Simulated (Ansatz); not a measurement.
Geometry optimisation in Ansatz: input, command and trajectory.

```yaml
crystal:
  lattice:
    - [2.82078462, -4.88574224, 0.0]
    - [2.8207846, 4.88574224, 0.0]
    - [0.0, 0.0, 9.02651076]
  atoms:
    - { symbol: W, position: [0.3310388359, 0.1603897657, 0.1258686184] }
    - { symbol: W, position: [0.3396262085, 0.1706494056, 0.6258840614] }
    - { symbol: W, position: [0.8366763744, 0.1739063008, 0.1264580622] }
    - { symbol: W, position: [0.6618954233, 0.3273959822, 0.8733074168] }
    - { symbol: W, position: [0.1711872773, 0.3309669733, 0.8717596455] }
    - { symbol: W, position: [0.6719601536, 0.8333152652, 0.3728649802] }
    - { symbol: W, position: [0.6671580942, 0.8331309799, 0.8724588352] }
    - { symbol: W, position: [0.1673993904, 0.8371880918, 0.8760413615] }
    - { symbol: Re, position: [0.8307245048, 0.166095022, 0.6244014345] }
    - { symbol: Re, position: [0.3331167905, 0.6676638207, 0.1260706645] }
    - { symbol: Re, position: [0.3270916642, 0.6597478053, 0.6209169037] }
    - { symbol: Re, position: [0.83402745, 0.6653343912, 0.1260461693] }
    - { symbol: Re, position: [0.8344371047, 0.6672274891, 0.6268318342] }
    - { symbol: Re, position: [0.6692668402, 0.338381068, 0.3753628598] }
    - { symbol: Re, position: [0.1690591922, 0.3393637965, 0.3722250383] }
    - { symbol: Re, position: [0.169357882, 0.8369642156, 0.3772062912] }
  symmetry: { detect: false }
basis:
  ecutwfc: 500
kpoints:
  mp_grid: { grid: [3, 3, 2], shift: [0.0, 0.0, 0.5] }
hamiltonian:
  xc: r2scan
scf:
  occupations: { method: gaussian, width: 0.1 }
  lower_state_search: "off"
output:
  forces: true
  stress: true
  eigenvalues: true
relax:
  adjacent_minimum: "off"
  f_tol: 0.04
  max_steps: 50
  cell: { stress_tol: 0.3 }
```

```bash
ansatz run input.yaml --threads 4 --pin off --max-ram 9216MiB --backend cpu --events-out ev --progress --plain --runs-dir out
```

Theory: DFT r2SCAN, scalar-relativistic, plane waves, PAW in Ansatz.

Of 25 frames 10 are shown, positions in Å and forces in eV/Å; the SCF threshold varies from step to step. Steps run on the plane waves of an earlier cell, with a Pulay correction in the pressure. The basis is chosen afresh for the last frame, the zero of the energies, and at times for earlier ones too; energy and pressure can step there, also at an unchanged geometry. Where two frames share a geometry here, they differ by under 2 meV/atom and 0.3 GPa. The mark taken_back stands on steps that the optimiser undid.

```xyz
16
Lattice="2.8208 -4.8857 0.0000 2.8208 4.8857 0.0000 0.0000 0.0000 9.0265" Properties=species:S:1:pos:R:3:forces:R:3 pbc="T T T" step=1 free_energy_over_end_meV_per_atom=297.15 pressure_GPa=-2.15
W     1.3862   -0.8337    1.1362    0.2245    0.1012    1.2692
W     1.4394   -0.8256    5.6495   -0.0600   -0.0501   -1.8890
W     2.8506   -3.2381    1.1415    0.1086    0.0135    0.4257
W     2.7906   -1.6343    7.8829    0.5255   -0.3468   -0.0808
W     1.4165    0.7806    7.8689    0.1701    0.8365    0.0429
W     4.2461    0.7883    3.3657   -0.0668   -0.0509    0.7304
W     4.2320    0.8109    7.8753   -0.2103   -0.1432   -0.1348
W     2.8337    3.2724    7.9076   -0.7923   -0.3971    0.0257
Re    2.8118   -3.2472    5.6362    0.1535   -0.0260   -0.8043
Re    2.8230    1.6345    1.1380   -0.0784   -0.2789    0.5111
Re    2.7837    1.6253    5.6047   -0.0039   -0.0022   -0.7134
Re    4.2294   -0.8242    1.1378   -0.0991    0.2354    0.2692
Re    4.2359   -0.8169    5.6581    0.2056    0.1482   -0.8388
Re    2.8424   -1.6166    3.3882   -0.0816   -0.0973    0.4430
Re    1.4342    0.8321    3.3599    0.0747    0.1595    0.6113
Re    2.8386    3.2618    3.4049   -0.0701   -0.1017    0.1325
16
Lattice="2.7615 -4.7755 0.0142 2.7209 4.7521 0.0579 0.1153 0.0404 9.3844" Properties=species:S:1:pos:R:3:forces:R:3 pbc="T T T" step=4 free_energy_over_end_meV_per_atom=236.01 pressure_GPa=4.95
W     1.5210   -0.7522    1.2628    0.0152    0.1733    0.3400
W     1.4452   -0.7799    5.7565    0.0057   -0.1231   -0.0215
W     2.9205   -3.1009    1.2200    0.1433   -0.0271    0.3345
W     2.6736   -1.6439    8.2186    0.1357   -0.1404   -0.1340
W     1.3324    0.7785    8.2064   -0.0819   -0.0197   -0.1546
W     4.1629    0.7901    3.6963    0.0009   -0.0331   -0.1876
W     4.0512    0.7153    8.2326   -0.3244   -0.1169   -0.0491
W     2.7099    3.1584    8.2164   -0.3666   -0.2867    0.7276
Re    2.8646   -3.1556    5.8309   -0.3735   -0.0129    0.0529
Re    2.8529    1.6224    1.2768    0.3484    0.1576   -0.2087
Re    2.8120    1.6036    5.8486   -0.1520   -0.1028   -0.0518
Re    4.2706   -0.7182    1.2834    0.1177    0.1307   -0.3131
Re    4.2027   -0.8031    5.8490   -0.1801    0.0401    0.0028
Re    2.8270   -1.6098    3.5881    0.0400    0.2469   -0.1216
Re    1.4298    0.8272    3.5854    0.2618   -0.0584   -0.1678
Re    2.7643    3.1730    3.5212    0.4098    0.1724   -0.0479
16
Lattice="2.8151 -4.8726 0.0113 2.6366 4.7695 0.2069 0.3492 0.1807 9.2518" Properties=species:S:1:pos:R:3:forces:R:3 pbc="T T T" step=6 free_energy_over_end_meV_per_atom=188.50 pressure_GPa=7.19
W     1.7902   -0.6245    1.2520   -0.0912    0.1712    0.2310
W     1.5553   -0.7340    5.7218    0.5833    0.1346   -0.3426
W     3.2043   -3.0281    1.2388   -0.3945   -0.2403    0.2436
W     2.6381   -1.7372    8.1445    0.3756   -0.1576   -0.2615
W     1.2555    0.7412    8.1378    0.0696   -0.0501    0.0263
W     4.2562    0.8331    3.7845   -0.2233   -0.2730   -0.3293
W     3.9579    0.6251    8.2291    0.1509    0.2146    0.0551
W     2.6236    3.1353    8.2196   -0.3174   -0.2265    1.0538
Re    3.0043   -3.1691    5.7783   -0.2420    0.0897    0.0554
Re    3.0736    1.7547    1.3455    0.0436   -0.0384   -0.5212
Re    2.8894    1.6550    5.8882    0.2514    0.0671    0.0772
Re    4.5267   -0.6321    1.3678   -0.3215   -0.0790   -0.4034
Re    4.2972   -0.8191    5.8657    0.1614    0.3934    0.2230
Re    2.9870   -1.5900    3.5835   -0.4412    0.2909   -0.1576
Re    1.5488    0.9084    3.5828   -0.0326   -0.4197   -0.1114
Re    2.8570    3.2696    3.5641    0.4279    0.1231    0.1615
16
Lattice="3.0526 -5.2833 0.0057 2.3979 4.9052 -0.0336 -0.0447 -0.0363 8.8763" Properties=species:S:1:pos:R:3:forces:R:3 pbc="T T T" step=9 free_energy_over_end_meV_per_atom=38.14 pressure_GPa=0.82
W     1.7384   -0.7734    1.1554   -0.3585   -0.1421   -0.2557
W     1.5904   -0.8487    5.4756    0.1440    0.0591   -0.2685
W     3.2273   -3.4346    1.1290   -0.0562    0.0117   -0.1090
W     2.3601   -2.1579    7.7546    0.2606   -0.1565    0.0093
W     0.8337    0.4769    7.7462    0.1510    0.1142    0.0572
W     3.9169    0.4936    3.3969   -0.0246   -0.0525   -0.1911
W     3.5578    0.2798    7.7722    0.1104    0.0975   -1.0307
W     2.0550    2.9363    7.7173   -0.4646   -0.2448    0.3854
Re    3.1187   -3.4917    5.4736   -0.4567   -0.2635    0.4761
Re    2.8999    1.6648    1.0810    0.2261   -0.0132    0.0745
Re    2.7828    1.6142    5.5390    0.2018   -0.0409    0.0252
Re    4.4366   -0.9774    1.0910    0.0083    0.2275   -0.0159
Re    4.3219   -1.0672    5.5343    0.1477    0.2533    0.0512
Re    2.8044   -1.9593    3.3419   -0.4160    0.2494    0.1560
Re    1.2413    0.7456    3.3431   -0.0252   -0.4183    0.1669
Re    2.4230    3.1482    3.1802    0.5519    0.3190    0.4689
16
Lattice="3.0818 -5.3439 0.0015 2.3665 4.9309 -0.0872 -0.1371 -0.0819 8.8160" Properties=species:S:1:pos:R:3:forces:R:3 pbc="T T T" step=12 free_energy_over_end_meV_per_atom=27.65 pressure_GPa=0.51
W     1.7471   -0.7754    1.1067   -0.0311   -0.0201    0.0156
W     1.5390   -0.8913    5.4069    0.0200   -0.0018   -0.0534
W     3.2643   -3.4622    1.0757    0.1509    0.0771    0.2003
W     2.3172   -2.2237    7.6883   -0.0457   -0.0033    0.0020
W     0.7791    0.4397    7.6858   -0.0150   -0.0282    0.0247
W     3.8393    0.4253    3.3186   -0.0331    0.0035    0.1046
W     3.4948    0.2326    7.6105    0.0197    0.0108    0.1069
W     1.9367    2.8941    7.6444    0.1214    0.0629   -0.1542
Re    3.0159   -3.6012    5.4428   -0.0352   -0.0362   -0.0160
Re    2.9297    1.6793    1.0552    0.0572   -0.0187   -0.0252
Re    2.6903    1.5932    5.4523    0.0342   -0.0458    0.2216
Re    4.4650   -0.9846    1.0590   -0.0060    0.0953   -0.0674
Re    4.2671   -1.1499    5.4564    0.0088    0.0537    0.1823
Re    2.7288   -2.0366    3.2882   -0.1097   -0.0549   -0.4570
Re    1.1492    0.7127    3.2887   -0.1091   -0.0803   -0.4613
Re    2.3883    3.1529    3.2071   -0.0272   -0.0139    0.3766
16
Lattice="3.1055 -5.3881 0.0003 2.3292 4.9399 -0.1129 -0.1803 -0.1046 8.8108" Properties=species:S:1:pos:R:3:forces:R:3 pbc="T T T" step=14 free_energy_over_end_meV_per_atom=16.07 pressure_GPa=0.47
W     1.7827   -0.7629    1.0808   -0.0339   -0.0793    0.1373
W     1.4833   -0.9351    5.3703    0.0461    0.0104   -0.0141
W     3.2969   -3.4802    1.0502    0.2530    0.1068    0.3937
W     2.3076   -2.2655    7.6734   -0.2327    0.0404   -0.0168
W     0.7550    0.4260    7.6746   -0.1289   -0.1175   -0.0313
W     3.7962    0.3820    3.3352    0.0533    0.0995    0.1887
W     3.4634    0.2010    7.5845    0.0298    0.0097    0.2769
W     1.8921    2.8840    7.6362    0.2746    0.1411   -0.2911
Re    2.9728   -3.6672    5.4018    0.0688   -0.0032   -0.1022
Re    2.9422    1.6991    1.0496    0.0030   -0.1302   -0.2456
Re    2.6087    1.5513    5.4604    0.0643   -0.0774    0.3831
Re    4.4970   -1.0029    1.0566   -0.1164    0.1190   -0.3409
Re    4.1980   -1.2148    5.4666   -0.0027    0.0947    0.2733
Re    2.6741   -2.0876    3.2110   -0.0460   -0.0521   -0.7069
Re    1.0937    0.6774    3.2093   -0.0868   -0.1064   -0.6881
Re    2.3343    3.1366    3.2680   -0.1454   -0.0556    0.7836
16
Lattice="3.0859 -5.3474 0.0004 2.3248 4.9079 -0.1089 -0.1737 -0.1010 8.9153" Properties=species:S:1:pos:R:3:forces:R:3 pbc="T T T" step=17 free_energy_over_end_meV_per_atom=2.17 pressure_GPa=0.79
W     1.7611   -0.7704    1.0703   -0.0236    0.0027    0.0507
W     1.4802   -0.9283    5.4607    0.1503    0.0434    0.1598
W     3.3176   -3.4340    1.0669   -0.0467   -0.0356    0.0584
W     2.3016   -2.2453    7.7354   -0.0157    0.0012    0.1852
W     0.7525    0.4349    7.7372    0.0262    0.0037    0.1566
W     3.7951    0.4015    3.4097   -0.0099   -0.0095   -0.1151
W     3.4699    0.2191    7.7369    0.0300   -0.0024    0.0512
W     1.9244    2.8885    7.7203    0.0159    0.0202    0.0882
Re    2.9924   -3.6379    5.4413    0.0782    0.1608    0.0759
Re    2.9254    1.6970    1.0597    0.1023   -0.1722   -0.3216
Re    2.6195    1.5152    5.5568   -0.1056   -0.1757    0.0003
Re    4.4777   -0.9935    1.0582   -0.0964    0.1681   -0.2980
Re    4.1525   -1.1706    5.5605   -0.0678   -0.0025   -0.0767
Re    2.6265   -2.0518    3.1474    0.1159   -0.0662    0.1362
Re    1.0917    0.6231    3.1436   -0.0678    0.1067    0.2384
Re    2.2702    3.0929    3.4917   -0.0852   -0.0427   -0.3893
16
Lattice="3.0927 -5.3660 -0.0058 2.3054 4.9115 -0.0991 -0.1678 -0.0862 8.9322" Properties=species:S:1:pos:R:3:forces:R:3 pbc="T T T" step=20 free_energy_over_end_meV_per_atom=1.04 pressure_GPa=0.15 taken_back
W     1.7533   -0.7777    1.0868    0.0173   -0.0551   -0.0174
W     1.4860   -0.9200    5.4764    0.0461   -0.0397    0.0793
W     3.3192   -3.4519    1.0776    0.0316   -0.0322   -0.0150
W     2.3064   -2.2422    7.7600    0.0167    0.0430   -0.0107
W     0.7585    0.4462    7.7613   -0.0207    0.0140    0.0385
W     3.7762    0.4084    3.4186   -0.0189   -0.0780   -0.0241
W     3.4683    0.2229    7.7519    0.0061   -0.0286    0.0098
W     1.9158    2.9041    7.7408   -0.0115   -0.0150    0.0249
Re    2.9991   -3.5912    5.4657    0.1206   -0.1807    0.1122
Re    2.9175    1.6719    1.0469   -0.0176    0.0585   -0.0399
Re    2.6039    1.5018    5.5693    0.0748    0.1111   -0.1242
Re    4.4652   -1.0073    1.0416   -0.0475    0.0688    0.0163
Re    4.1754   -1.1595    5.5551   -0.2005   -0.0157    0.0974
Re    2.6373   -2.0647    3.1565   -0.1141    0.0219    0.0747
Re    1.0697    0.6123    3.1686    0.0443    0.1324   -0.1789
Re    2.2530    3.0846    3.4844    0.0734   -0.0047   -0.0430
16
Lattice="3.1003 -5.3707 0.0004 2.3004 4.9088 -0.0987 -0.1574 -0.0916 8.9459" Properties=species:S:1:pos:R:3:forces:R:3 pbc="T T T" step=22 free_energy_over_end_meV_per_atom=0.29 pressure_GPa=-0.52
W     1.7553   -0.7816    1.0917   -0.0027   -0.0113   -0.0066
W     1.4995   -0.9274    5.4980    0.0059   -0.0119   -0.0339
W     3.3238   -3.4556    1.0842    0.0040    0.0000   -0.0158
W     2.3189   -2.2484    7.7751   -0.0091   -0.0083    0.0054
W     0.7670    0.4392    7.7760   -0.0074    0.0101   -0.0069
W     3.7819    0.3897    3.4311   -0.0175   -0.0236   -0.0171
W     3.4771    0.2128    7.7703    0.0060   -0.0011   -0.0210
W     1.9210    2.8947    7.7558    0.0119   -0.0033   -0.0247
Re    3.0335   -3.6232    5.5047    0.0111    0.0055   -0.0122
Re    2.9143    1.6747    1.0453   -0.0053    0.0057    0.0145
Re    2.6259    1.5034    5.5635   -0.0207    0.0063    0.0476
Re    4.4622   -1.0064    1.0458   -0.0124   -0.0049    0.0084
Re    4.1695   -1.1712    5.5654   -0.0002    0.0023    0.0225
Re    2.6301   -2.0733    3.1635    0.0091    0.0246    0.0104
Re    1.0736    0.6206    3.1600    0.0301    0.0144    0.0589
Re    2.2553    3.0878    3.4927   -0.0025   -0.0044   -0.0299
16
Lattice="3.0983 -5.3661 0.0001 2.3014 4.9060 -0.1004 -0.1606 -0.0928 8.9394" Properties=species:S:1:pos:R:3:forces:R:3 pbc="T T T" step=25 free_energy_over_end_meV_per_atom=0.00 pressure_GPa=-0.01
W     1.7533   -0.7805    1.0893    0.0026   -0.0058    0.0092
W     1.4976   -0.9295    5.4886   -0.0086    0.0021    0.0039
W     3.3214   -3.4537    1.0809   -0.0019    0.0064    0.0104
W     2.3142   -2.2480    7.7696    0.0056   -0.0012    0.0045
W     0.7633    0.4380    7.7688    0.0014    0.0050    0.0142
W     3.7805    0.3888    3.4254   -0.0025    0.0027   -0.0007
W     3.4734    0.2119    7.7624   -0.0021   -0.0012   -0.0090
W     1.9188    2.8917    7.7482   -0.0029   -0.0013   -0.0073
Re    3.0286   -3.6220    5.4931    0.0088    0.0005    0.0086
Re    2.9130    1.6755    1.0463    0.0060   -0.0119   -0.0151
Re    2.6222    1.5037    5.5638   -0.0020   -0.0063   -0.0041
Re    4.4599   -1.0053    1.0460    0.0031    0.0156   -0.0112
Re    4.1668   -1.1709    5.5640   -0.0101   -0.0037   -0.0055
Re    2.6302   -2.0698    3.1614    0.0041    0.0018    0.0038
Re    1.0761    0.6231    3.1622   -0.0039   -0.0031   -0.0071
Re    2.2560    3.0867    3.4854    0.0025    0.0004    0.0053
```

Time: 10 min on 4 threads of Arm Neoverse V2 (shared host), peak memory 1.7 GiB.

The k mesh is coarse. Spin–orbit coupling is left out, which can shift energies with elements as heavy as these.